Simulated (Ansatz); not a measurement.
Calculation for fcc Ag (110), 4 layers: DFT, LDA, PAW with Ansatz's default frozen-core files, scalar-relativistic (Ansatz 0.2.0).

The slab is cut from a bulk crystal relaxed on PAW files (its atoms may have been relaxed since).

Command: `ansatz run input.yaml --threads 1 --pin off --max-ram 3584MiB --backend cpu --events-out ev --progress --plain --runs-dir out` It took 17 s on 1 thread of Intel(R) Xeon(R) 6975P-C (Granite Rapids), on a shared host, peak memory 0.55 GiB.

```yaml
crystal:
  lattice:
    - [2.8289222034, 0.0, 0.0]
    - [0.0, 4.000700147, 0.0]
    - [0.0, 0.0, 20.2434]
  atoms:
    - { symbol: Ag, position: [0.25, 0.25, 0.3951909436] }
    - { symbol: Ag, position: [0.75, 0.75, 0.4650636476] }
    - { symbol: Ag, position: [0.25, 0.25, 0.534936352] }
    - { symbol: Ag, position: [0.75, 0.75, 0.6048090564] }
kpoints:
  mp_grid: { grid: [12, 8, 1] }
scf:
  occupations: { method: fermi_dirac, width: 0.1 }
hamiltonian:
  xc: lda
  pseudopotentials: { kind: paw }
output:
  forces: true
  stress: true
  eigenvalues: true
  populations: true
efield:
  axis: 3
  amplitude: 0
  dipole_correction: true
```

Output:

```
Engine: ansatz 0.2.0
Pseudopotentials: kind: paw
Pseudopotential: Ag, paw, valence charge 19, recommended cutoff 420 eV (normal), Ag.paw.azcp
Functional definition: SPW92
  exchange = slater_x
  correlation = pw_c
Crystal: 4 atoms, lattice volume = 229.108 Å³
Basis set: ecut = 420 eV, 4523 PW (Γ)
Bands: 46, of which v1, the nominal top of the filled ones, is band 38 counted from 1 (37 counted from 0)
Symmetry: 4 space group operations
k-points: 35 of 96
Non-local potential: Ag, projectors of the file, l = 0: 3, l = 1: 2, l = 2: 2, l = 3: 1
PAW form: soft (Blöchl's): semilocal exchange-correlation on the pseudo side does not see the compensation charge
PAW frozen core: Ag, regenerated for the run's functional, and the local potential with it (the file was generated under x = pbe(κ = 0.804, μ = 0.2195149727645171), c = pbe(β = 0.06672455060314922))
PAW one-centre angular grid: Ag, 590 points (default); XC on 64 Gauss nodes
Initial density: superposition of atomic densities (neutral atoms: chi_scale 0, normalization atom), corrected by the library's trained network
Initial wavefunctions: pseudopotential atomic-orbital guess
Functional: x = slater, c = lda
SCF iter   1: F=—  HF=-29830.623619 eV  |F-HF|=—  |Δ(HF+E_count)|=         —  Δρ=7.01e-3  dr2=1.05e-1  ethr=1.77e-3  p=0.000 e·Å  D=1.46e-11 V/Å  ΔV_dip=-0.00 eV  dr2_dipole=2.12e-10  V_vac-E_F(+/−)=4.43/4.43 eV  ⟨swp⟩=8.4  Hψ=7013  notcnv=0  defer=5
efield: sawtooth ramp at fractional position 0.9500 (placed from the atoms, in the widest stretch of the axis that holds none; the zero of the levels goes with the place), width 0.1000; the density the first Hamiltonian is built on has a dipole p = 0.000 e·Å; the dipole correction subtracts the counter field D = 1.46e-11 V/Å, which shifts the + side's vacuum level by -0.00 eV against the − side's; the planar-averaged density in the ramp window peaks in size at 9.0e-6 e/Å³
preconditioner: auto → LDOS  [metal: Δε(μ)=0.037 eV  Ē_g=8.696 eV  σ=0.100 eV  W_gap=0.09  n_scr=42 (ndim 8)  ℏωp=16.3 eV  f_vac=0.644  D(μ)=1.55/eV (n_scr^D=6)  β→1.0]
SCF iter   2: F=—  HF=-29830.652999 eV  |F-HF|=—  |Δ(HF+E_count)|=   2.94e-2  Δρ=1.01e-2  dr2=1.84e-1  ethr=1.38e-4  p=0.000 e·Å  D=4.04e-6 V/Å  ΔV_dip=-0.00 eV  dr2_dipole=4.98e-10  V_vac-E_F(+/−)=4.58/4.58 eV  ⟨swp⟩=2.4  Hψ=3595  notcnv=0  defer=47
SCF iter   3: F=—  HF=-29830.597826 eV  |F-HF|=—  |Δ(HF+E_count)|=   5.52e-2  Δρ=1.03e-3  dr2=1.97e-3  ethr=1.38e-4  p=0.000 e·Å  D=5.37e-7 V/Å  ΔV_dip=-0.00 eV  dr2_dipole=1.12e-10  V_vac-E_F(+/−)=4.55/4.55 eV  ⟨swp⟩=2.1  Hψ=2974  notcnv=0  defer=47
SCF iter   4: F=—  HF=-29830.597116 eV  |F-HF|=—  |Δ(HF+E_count)|=   7.10e-4  Δρ=1.10e-4  dr2=8.70e-5  ethr=2.60e-6  p=0.000 e·Å  D=5.87e-7 V/Å  ΔV_dip=-0.00 eV  dr2_dipole=6.69e-12  V_vac-E_F(+/−)=4.56/4.56 eV  ⟨swp⟩=3.9  Hψ=3820  notcnv=0  defer=47
SCF iter   5: F=—  HF=-29830.597159 eV  |F-HF|=—  |Δ(HF+E_count)|=   4.30e-5  Δρ=4.22e-5  dr2=5.00e-6  ethr=1.15e-7  p=0.000 e·Å  D=4.07e-7 V/Å  ΔV_dip=-0.00 eV  dr2_dipole=5.05e-12  V_vac-E_F(+/−)=4.56/4.56 eV  ⟨swp⟩=2.1  Hψ=2260  notcnv=0  defer=47
SCF iter   6: F=—  HF=-29830.597160 eV  |F-HF|=—  |Δ(HF+E_count)|=   1.01e-6  Δρ=3.62e-5  dr2=2.96e-6  ethr=6.58e-9  p=0.000 e·Å  D=2.38e-7 V/Å  ΔV_dip=-0.00 eV  dr2_dipole=6.76e-14  V_vac-E_F(+/−)=4.57/4.57 eV  ⟨swp⟩=2.1  Hψ=2672  notcnv=0  defer=47
SCF iter   7: F=—  HF=-29830.597159 eV  |F-HF|=—  |Δ(HF+E_count)|=   7.46e-7  Δρ=1.01e-5  dr2=2.18e-7  ethr=3.90e-9  p=0.000 e·Å  D=7.64e-8 V/Å  ΔV_dip=-0.00 eV  dr2_dipole=5.82e-14  V_vac-E_F(+/−)=4.57/4.57 eV  ⟨swp⟩=2.7  Hψ=3193  notcnv=0  defer=47
SCF iter   8: F=-29830.597159 eV  HF=-29830.597159 eV  |F-HF|=2.22e-8  |Δ(HF+E_count)|=   4.14e-8  Δρ=1.45e-6  dr2=3.68e-9  ethr=1.32e-10  p=0.000 e·Å  D=5.65e-8 V/Å  ΔV_dip=-0.00 eV  dr2_dipole=5.59e-14  V_vac-E_F(+/−)=4.57/4.57 eV  ⟨swp⟩=14.6  Hψ=7224  notcnv=0
the search or the solves at the SCF's close seem to have found levels that the self-consistency loop had missed (the run counts 1). By its estimate they hold under 1e-12 electrons; where the run keeps them, the occupations were computed again with them
SCF 1 converged in 8 iterations: F = -29830.597159 eV  dr2 = 3.68e-9
  greatest PAW one-centre occupation: 1.002 electrons in one spin orbital (limit 2), on the Ag atom at site 1 (counted from 0), in its partial waves of l = 0
SCF converged after 8 iterations
Free energy (F): -29830.597159 eV
Harris-Foulkes:  -29830.597159 eV  (|F-HF|=2.22e-8)
Internal energy: -29830.547112 eV  (E = F + TS)
E sigma→0 (E₀):  -29830.572136 eV
Entropy (-TS):   -0.050048 eV (-12.512 meV/atom)
Fermi energy:    1.895044 eV
Dipole field:    D = -0.000000 V/Å  (p = -0.000000 e·Å, saw-weighted, corrected)
Work function:   Φ+ = 4.5695 eV   Φ− = 4.5695 eV
Levels:          The Fermi level and band energies are counted from a zero that moves with the ramp; work functions are not
--- Per-component energies (eV) ---
  E_band       = -2103.136022
  E_kinetic    = 2110.457411
  E_local      = -90636.367038  (includes V_loc(G=0)·N_el)
  E_nonlocal   = 347.505183
  E_hartree    = 44333.352386
  E_xc         = -732.287529
  E_vxc        = -935.232726  (∫ρ·V_xc dr)
  E_paw        = -15083.114630  (= ΣΔE_a)
  E_vpaw       = -1656.214311  (= ΣTr[D̂ρ^β])
  E_aug_tail   = 0.000992  (compensation charges beyond the density's cutoff)
  E_efield     = 0.000000  (sawtooth field / dipole correction)
  E_vefield    = 0.000000  (∫n·V_field dr)
  E_ewald      = 29827.006884
  E_core_change = 2.899230  (= ΣΔE_core)
  E_smearing   = -0.050048  (= −TS)
  E_closure    = 0.000000  (closes the sum)
  Σ components = -29830.597159   (vs F -29830.597159, Δ=0.00e0)
--- Forces (eV/Å), atoms counted from 1 ---
  atom   1  Ag     0.00000000     0.00000000     0.38269503
  atom   2  Ag     0.00000000    -0.00000000    -0.40912743
  atom   3  Ag     0.00000000     0.00000000     0.40912716
  atom   4  Ag     0.00000000    -0.00000000    -0.38269503
  max |Σ_I F_I| component: 2.66e-7 eV/Å
--- Stress (GPa, compression-positive) ---
       -2.040359      -0.000000       0.000000
       -0.000000      -2.081254      -0.000000
        0.000000      -0.000000      -0.731298
  P = ⅓ Tr σ = -1.6176 GPa (-16.176 kbar)
--- Band table (eV; the first three rows and the last of 35) ---
  k-point 0: bands = ["-90.0226", "-90.0067", "-89.6429", "-89.6428", "-53.6323", "-53.5619", "-53.5328", "-53.5313", "-53.5279", "-53.4916", "-53.1894", "-53.1825", "-53.1748", "-53.1744", "-53.1622", "-53.1618", "-5.5037", "-4.5658", "-4.2281", "-3.7898", "-3.5780", "-3.2825", "-3.1460", "-2.9392", "-2.8070", "-2.6651", "-2.5542", "-2.3648", "-2.1284", "-2.0728", "-2.0342", "-1.8130", "-1.5818", "-1.2928", "-1.2684", "-1.1942", "-0.8839", "-0.8776", "1.3242", "4.0017", "4.8423", "6.0349", "6.8663", "7.0211", "8.1541", "8.9261"]
  k-point 1: bands = ["-90.0220", "-90.0073", "-89.6429", "-89.6428", "-53.6309", "-53.5706", "-53.5311", "-53.5271", "-53.5253", "-53.4930", "-53.1890", "-53.1825", "-53.1748", "-53.1747", "-53.1624", "-53.1620", "-5.3681", "-4.5190", "-4.2076", "-3.8429", "-3.7453", "-3.1834", "-3.0407", "-2.9280", "-2.8027", "-2.5260", "-2.4926", "-2.3521", "-2.2948", "-2.0956", "-1.8579", "-1.8128", "-1.5758", "-1.3611", "-1.3140", "-1.1078", "-0.9190", "-0.8823", "1.4480", "3.7842", "4.1024", "6.1582", "6.6135", "6.9956", "7.2190", "9.1657"]
  k-point 2: bands = ["-90.0202", "-90.0089", "-89.6430", "-89.6428", "-53.6272", "-53.5861", "-53.5262", "-53.5247", "-53.5175", "-53.4971", "-53.1878", "-53.1827", "-53.1754", "-53.1750", "-53.1627", "-53.1624", "-5.0205", "-4.4550", "-4.1560", "-3.9270", "-3.7573", "-3.1340", "-3.0222", "-2.8688", "-2.7968", "-2.5666", "-2.5052", "-2.2739", "-2.1246", "-1.9140", "-1.8019", "-1.7408", "-1.5148", "-1.4382", "-1.3257", "-1.0143", "-1.0089", "-0.8497", "1.8299", "1.9917", "4.2954", "4.5175", "6.6466", "7.1823", "7.6562", "8.2298"]
  k-point 34: bands = ["-90.0066", "-90.0066", "-89.6351", "-89.6351", "-53.6497", "-53.6497", "-53.5489", "-53.5489", "-53.5336", "-53.5336", "-53.2680", "-53.2680", "-53.1776", "-53.1776", "-53.1682", "-53.1682", "-4.3208", "-4.3208", "-3.6601", "-3.6601", "-3.2270", "-3.2270", "-3.1893", "-3.1893", "-2.6258", "-2.6258", "-2.6027", "-2.6027", "-1.7723", "-1.7723", "-1.5446", "-1.5446", "-1.0191", "-1.0191", "-0.9481", "-0.9481", "2.7027", "2.7027", "5.7424", "5.7424", "6.0477", "6.0477", "7.0998", "7.0998", "8.9184", "8.9184"]
--- Löwdin populations: 4 sites ---
  site symbol       q [e]
     0     Ag     18.9127
     1     Ag     18.8743
     2     Ag     18.8743
     3     Ag     18.9127
  spilling = 0.005606 (of n_electrons = 76.000000)
```

populations.tsv:

```
# site	symbol	l	j	q
# orbitals = lowdin
# n_electrons = 76.000000
# spilling = 0.005606
0	Ag	0_4S	-	1.995176
0	Ag	0_5S	-	1.026529
0	Ag	1_4P	-	5.997760
0	Ag	2_4D	-	9.893229
1	Ag	0_4S	-	1.992043
1	Ag	0_5S	-	1.023475
1	Ag	1_4P	-	5.998178
1	Ag	2_4D	-	9.860564
2	Ag	0_4S	-	1.992043
2	Ag	0_5S	-	1.023475
2	Ag	1_4P	-	5.998178
2	Ag	2_4D	-	9.860564
3	Ag	0_4S	-	1.995176
3	Ag	0_5S	-	1.026529
3	Ag	1_4P	-	5.997760
3	Ag	2_4D	-	9.893229
```

Next run (atoms relaxed), as changes to the input before:

```diff
   eigenvalues: true
-  populations: true
+relax:
+  f_tol: 0.01
+  max_steps: 40
 efield:
```

Results part of the output:

```
Warning: output.stress: scf.convergence.dr2_threshold = 1e-7 eV (the SCF's general default) is looser than the 4e-10 eV advised for a printed stress (1e-10 eV for each atom of the cell: 4). What an SCF threshold leaves in a stress goes as its square root, and in the free energy as the threshold itself, and one threshold admits the most on a small cell: of the crystals measured, under no hybrid fun
SCF converged after 5 iterations
Free energy (F): -29830.664750 eV
Harris-Foulkes:  -29830.664750 eV  (|F-HF|=1.67e-9)
Internal energy: -29830.614154 eV  (E = F + TS)
E sigma→0 (E₀):  -29830.639452 eV
Entropy (-TS):   -0.050596 eV (-12.649 meV/atom)
Fermi energy:    1.889809 eV
Dipole field:    D = 0.000000 V/Å  (p = 0.000000 e·Å, saw-weighted, corrected)
Work function:   Φ+ = 4.5767 eV   Φ− = 4.5767 eV
Levels:          The Fermi level and band energies are counted from a zero that moves with the ramp; work functions are not
--- Per-component energies (eV) ---
  E_band       = -2107.460129
  E_kinetic    = 2112.055433
  E_local      = -92241.814633  (includes V_loc(G=0)·N_el)
  E_nonlocal   = 347.029358
  E_hartree    = 45133.804590
  E_xc         = -733.324323
[... lines left out ...]
  max |Σ_I F_I| component: 8.50e-8 eV/Å
--- Stress (GPa, compression-positive) ---
       -1.321060      -0.000000       0.000000
       -0.000000      -1.008643      -0.000000
        0.000000      -0.000000      -0.000334
  P = ⅓ Tr σ = -0.7767 GPa (-7.767 kbar)
--- Band table (eV; the first three rows and the last of 35) ---
  k-point 0: bands = ["-90.0397", "-90.0285", "-89.7201", "-89.7197", "-53.6498", "-53.5794", "-53.5784", "-53.5502", "-53.5482", "-53.5189", "-53.2604", "-53.2548", "-53.2539", "-53.2512", "-53.2354", "-53.2347", "-5.5812", "-4.6572", "-4.3086", "-4.0169", "-3.6941", "-3.3240", "-3.1171", "-3.0248", "-2.9236", "-2.6186", "-2.5465", "-2.4932", "-2.3771", "-2.1627", "-2.1024", "-1.8718", "-1.6573", "-1.4336", "-1.2608", "-1.1477", "-0.8409", "-0.8106", "1.3691", "4.3472", "4.7658", "6.0952", "6.9487", "7.0726", "8.0217", "9.0815"]
  k-point 1: bands = ["-90.0392", "-90.0289", "-89.7201", "-89.7198", "-53.6477", "-53.5971", "-53.5619", "-53.5513", "-53.5466", "-53.5195", "-53.2628", "-53.2552", "-53.2519", "-53.2508", "-53.2359", "-53.2352", "-5.4430", "-4.6025", "-4.2944", "-4.0333", "-3.8753", "-3.2688", "-3.0303", "-2.9740", "-2.8986", "-2.5586", "-2.5225", "-2.4582", "-2.4328", "-2.1638", "-1.9498", "-1.9340", "-1.6694", "-1.4558", "-1.3109", "-1.0503", "-0.8584", "-0.8281", "1.5039", "3.7137", "4.4318", "6.2038", "6.5517", "7.0729", "7.2601", "9.2119"]
  k-point 2: bands = ["-90.0378", "-90.0299", "-89.7202", "-89.7200", "-53.6424", "-53.6128", "-53.5531", "-53.5503", "-53.5424", "-53.5216", "-53.2654", "-53.2565", "-53.2499", "-53.2494", "-53.2369", "-53.2363", "-5.0882", "-4.5161", "-4.2766", "-4.0721", "-3.9002", "-3.3025", "-3.0721", "-2.8411", "-2.8366", "-2.7421", "-2.5405", "-2.3190", "-2.2828", "-1.9471", "-1.9033", "-1.8516", "-1.5424", "-1.5123", "-1.3210", "-0.9721", "-0.9475", "-0.7734", "1.9100", "1.9175", "4.4422", "4.5844", "6.7024", "7.2610", "7.6962", "8.3647"]
  k-point 34: bands = ["-90.0258", "-90.0258", "-89.7124", "-89.7124", "-53.6663", "-53.6663", "-53.5899", "-53.5899", "-53.5527", "-53.5527", "-53.3339", "-53.3339", "-53.2517", "-53.2517", "-53.2477", "-53.2477", "-4.3859", "-4.3859", "-3.7053", "-3.7053", "-3.4284", "-3.4284", "-3.2085", "-3.2085", "-2.7215", "-2.7215", "-2.6795", "-2.6795", "-1.8085", "-1.8085", "-1.6799", "-1.6799", "-1.0135", "-1.0135", "-0.9710", "-0.9710", "2.6269", "2.6269", "5.6366", "5.6366", "6.0607", "6.0607", "7.1641", "7.1641", "8.9260", "8.9260"]
--- Relaxed structure (4 steps of the walk, 4 accepted, 0 SCFs on fresh bases) ---
  F+E_penalty+E_count = -29830.66475009 eV   max|allowed force component| = 8.232e-5 eV/Å
  atoms:
    - { symbol: Ag, position: [0.25, 0.24999999999999997, 0.4000573963086516] }
    - { symbol: Ag, position: [0.7500000000000001, 0.75, 0.4616121521581499] }
    - { symbol: Ag, position: [0.25, 0.24999999999999997, 0.5383878476022592] }
    - { symbol: Ag, position: [0.7500000000000001, 0.75, 0.5999426035309393] }
```

Next run (field of 0.1 V/Å along the normal), as changes to the input before:

```diff
   atoms:
-    - { symbol: Ag, position: [0.25, 0.25, 0.3951909436] }
-    - { symbol: Ag, position: [0.75, 0.75, 0.4650636476] }
-    - { symbol: Ag, position: [0.25, 0.25, 0.534936352] }
-    - { symbol: Ag, position: [0.75, 0.75, 0.6048090564] }
+    - { symbol: Ag, position: [0.25, 0.25, 0.4000573963] }
+    - { symbol: Ag, position: [0.75, 0.75, 0.4616121522] }
+    - { symbol: Ag, position: [0.25, 0.25, 0.5383878476] }
+    - { symbol: Ag, position: [0.75, 0.75, 0.5999426035] }
 kpoints:
   eigenvalues: true
-relax:
-  f_tol: 0.01
-  max_steps: 40
 efield:
   axis: 3
-  amplitude: 0
+  amplitude: 0.1
   dipole_correction: true
```

Results part of the output:

```
SCF 1 converged in 9 iterations: F = -29830.666897 eV  dr2 = 2.09e-8
  greatest PAW one-centre occupation: 1.002 electrons in one spin orbital (limit 2), on the Ag atom at site 2 (counted from 0), in its partial waves of l = 0
SCF converged after 9 iterations
Free energy (F): -29830.666897 eV
Harris-Foulkes:  -29830.666897 eV  (|F-HF|=1.33e-8)
Internal energy: -29830.616301 eV  (E = F + TS)
E sigma→0 (E₀):  -29830.641599 eV
Entropy (-TS):   -0.050596 eV (-12.649 meV/atom)
Fermi energy:    1.888715 eV
Dipole field:    D = 0.033903 V/Å  (p = 0.042926 e·Å, saw-weighted, corrected)
Work function:   not extracted (applied field tilts the vacuum); planar V_es + V_field profile in the machine report
Levels:          The Fermi level and band energies are counted from a zero that moves with the ramp; work functions are not
--- Per-component energies (eV) ---
  E_band       = -2107.540011
  E_kinetic    = 2112.054616
  E_local      = -92241.743802  (includes V_loc(G=0)·N_el)
  E_nonlocal   = 347.030463
  E_hartree    = 45133.734827
  E_xc         = -733.323596
  E_vxc        = -936.590073  (∫ρ·V_xc dr)
  E_paw        = -15082.827053  (= ΣΔE_a)
[... lines left out ...]
  E_ewald      = 30631.561578
  E_core_change = 2.899230  (= ΣΔE_core)
  E_smearing   = -0.050596  (= −TS)
  E_closure    = 0.000000  (closes the sum)
  Σ components = -29830.666897   (vs F -29830.666897, Δ=0.00e0)
--- Forces (eV/Å), atoms counted from 1 ---
  atom   1  Ag     0.00000000    -0.00000000    -0.00022340
  atom   2  Ag     0.00000000    -0.00000000    -0.00006033
  atom   3  Ag     0.00000000    -0.00000000    -0.00016418
  atom   4  Ag     0.00000000     0.00000000     0.00040075
  max |Σ_I F_I| component: 4.72e-5 eV/Å
--- Stress (GPa, compression-positive) ---
       -1.319801      -0.000000       0.000000
       -0.000000      -1.007397      -0.000000
        0.000000      -0.000000       0.000563
  P = ⅓ Tr σ = -0.7755 GPa (-7.755 kbar)
--- Band table (eV; the first three rows and the last of 35) ---
  k-point 0: bands = ["-90.0407", "-90.0295", "-89.7256", "-89.7164", "-53.6508", "-53.5804", "-53.5794", "-53.5512", "-53.5492", "-53.5199", "-53.2638", "-53.2595", "-53.2514", "-53.2500", "-53.2402", "-53.2322", "-5.5823", "-4.6582", "-4.3096", "-4.0180", "-3.6951", "-3.3250", "-3.1182", "-3.0258", "-2.9247", "-2.6197", "-2.5475", "-2.4943", "-2.3781", "-2.1637", "-2.1034", "-1.8728", "-1.6583", "-1.4346", "-1.2618", "-1.1488", "-0.8420", "-0.8116", "1.3679", "4.3418", "4.7648", "6.0136", "6.9158", "7.1391", "8.0207", "9.0650"]
  k-point 1: bands = ["-90.0402", "-90.0299", "-89.7257", "-89.7165", "-53.6487", "-53.5981", "-53.5629", "-53.5523", "-53.5477", "-53.5206", "-53.2657", "-53.2586", "-53.2523", "-53.2484", "-53.2407", "-53.2326", "-5.4440", "-4.6035", "-4.2955", "-4.0343", "-3.8763", "-3.2699", "-3.0313", "-2.9750", "-2.8996", "-2.5596", "-2.5236", "-2.4593", "-2.4337", "-2.1648", "-1.9508", "-1.9350", "-1.6704", "-1.4569", "-1.3119", "-1.0514", "-0.8594", "-0.8292", "1.5027", "3.7127", "4.4268", "6.1341", "6.5260", "7.0899", "7.2878", "9.2337"]
  k-point 2: bands = ["-90.0389", "-90.0309", "-89.7258", "-89.7166", "-53.6434", "-53.6138", "-53.5541", "-53.5513", "-53.5434", "-53.5226", "-53.2681", "-53.2584", "-53.2529", "-53.2464", "-53.2418", "-53.2337", "-5.0893", "-4.5172", "-4.2776", "-4.0731", "-3.9012", "-3.3035", "-3.0732", "-2.8421", "-2.8377", "-2.7431", "-2.5416", "-2.3200", "-2.2838", "-1.9482", "-1.9044", "-1.8526", "-1.5435", "-1.5133", "-1.3220", "-0.9732", "-0.9484", "-0.7745", "1.9082", "1.9170", "4.4402", "4.5822", "6.5946", "7.3374", "7.6502", "8.3960"]
  k-point 34: bands = ["-90.0273", "-90.0264", "-89.7182", "-89.7090", "-53.6678", "-53.6670", "-53.5915", "-53.5905", "-53.5539", "-53.5536", "-53.3389", "-53.3312", "-53.2569", "-53.2540", "-53.2488", "-53.2437", "-4.3877", "-4.3863", "-3.7070", "-3.7057", "-3.4320", "-3.4269", "-3.2110", "-3.2080", "-2.7234", "-2.7218", "-2.6823", "-2.6789", "-1.8117", "-1.8074", "-1.6822", "-1.6797", "-1.0148", "-1.0144", "-0.9760", "-0.9681", "2.6250", "2.6268", "5.6333", "5.6378", "6.0568", "6.0625", "7.1494", "7.1768", "8.9226", "8.9270"]
```

The PAW files were made under PBE.
